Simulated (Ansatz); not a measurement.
Theory: DFT PBE, scalar-relativistic, plane waves, PAW (Ansatz 0.2.0). All cells share a 420 eV cutoff and Γ-centred k meshes spaced at most about 0.3 Å⁻¹ (about 0.25 or finer for metals, 2π included). Collinear spin in cells that started with moments and kept them past the coarse steps, no spin elsewhere.

All energies are static (0 K, no zero-point motion). All come from trial cells, and lower structures may exist.

Task: Order these relaxed structures of GdIrF by energy, lowest first, with the energy over the lowest of them.
1.

Space group P4/nmm:1 (No. 129). a = 3.893 Å, b = 3.893 Å, c = 7.305 Å, α = 90.00°, β = 90.00°, γ = 90.00°
```csv
atom,site,symmetry,x,y,z
Gd,2c,4mm,0.5000,0.0000,0.7870
Ir,2b,-4m2,0.0000,0.0000,0.5000
F,2a,-4m2,0.0000,0.0000,0.0000
```

2.

Space group P4/nmm:1 (No. 129). a = 3.650 Å, b = 3.650 Å, c = 7.755 Å, α = 90.00°, β = 90.00°, γ = 90.00°
| atom | site | symmetry | x | y | z |
| --- | --- | --- | --- | --- | --- |
| Gd | 2c | 4mm | 0.0000 | 0.5000 | 0.2097 |
| Ir | 2c | 4mm | 0.0000 | 0.5000 | 0.5608 |
| F | 2a | -4m2 | 0.0000 | 0.0000 | 0.0000 |

Result: 1 (0 meV/atom), 2 (113 meV/atom). Forms: 1 P4/nmm, moments up to 6.8 μB; 2 P4/nmm, moments up to 6.8 μB. Counting F atoms around Gd and Ir (those within 1.25 times the shortest such distance or 1.15 times the sum of covalent radii, 1.27 where that leaves under three; a plus sign parts nearer from farther groups; the shortest distance is added where it exceeds 1.18 times the sum of covalent radii): cell 1 has Gd 4, Ir 2 from 3.7 Å; cell 2 has Gd 4, Ir 4+4 from 3.9 Å.

Spin–orbit coupling, which can matter for Ir, is left out. The 4f shell of Gd is treated without a Hubbard U, which places its levels poorly. Another magnetic order may lie lower. Cells relaxed within their symmetry can be saddle points. Some structure types and database cells were kept out of the candidates from the start, so a known form may be missing.
